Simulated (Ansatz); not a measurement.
SiGeC2:
```yaml
crystal:
  lattice:
    - [3.15623, 0.00000, 0.00000]
    - [0.00000, 3.15623, 0.00000]
    - [0.00000, 0.00000, 4.45624]
  atoms:
    - { symbol: Si, position: [0.00000, 0.00000, 0.00000] }
    - { symbol: C, position: [0.50000, 0.00000, 0.23628] }
    - { symbol: Ge, position: [0.50000, 0.50000, 0.50000] }
    - { symbol: C, position: [0.00000, 0.50000, 0.76372] }
```

Tensor components refer to the Cartesian frame of this cell.

Q: Give the proper piezoelectric stress tensor with relaxed ions from r²SCAN in the plane-wave PAW code Ansatz.

A: In C/m², rows x, y, z, Voigt columns; mesh uncertainty up to 0.01.
```
 0.00   0.00   0.00   0.00  -0.10   0.00
 0.00   0.00   0.00   0.10   0.00   0.00
-0.08   0.08   0.00   0.00   0.00   0.00
```

The elastic tensor of the same run (GPa):

```json
[
 {"": "1", "1": "484", "2": "21.0", "3": "125", "4": "0.0", "5": "0.0", "6": "0.0"},
 {"": "2", "1": "21.0", "2": "484", "3": "125", "4": "0.0", "5": "0.0", "6": "0.0"},
 {"": "3", "1": "125", "2": "125", "3": "372", "4": "0.0", "5": "0.0", "6": "0.0"},
 {"": "4", "1": "0.0", "2": "0.0", "3": "0.0", "4": "227", "5": "0.0", "6": "0.0"},
 {"": "5", "1": "0.0", "2": "0.0", "3": "0.0", "4": "0.0", "5": "227", "6": "0.0"},
 {"": "6", "1": "0.0", "2": "0.0", "3": "0.0", "4": "0.0", "5": "0.0", "6": "128"}
]
```

Q: Convert to strain constants d = e·S.

A: In pC/N:
```
 0.0   0.0   0.0   0.0  -0.4   0.0
 0.0   0.0   0.0   0.4   0.0   0.0
-0.2   0.2   0.0   0.0   0.0   0.0
```

Space group P-4m2. The start of the workflow was typed in or built on a structure type; neither database checked (COD, Materials Project) lists it. Its standing as an ambient phase is unchecked. The r²SCAN relaxation kept the symmetry of its start; whether a distortion lowers the energy is not shown.

Potentials: the earlier of the program's two PAW sets.
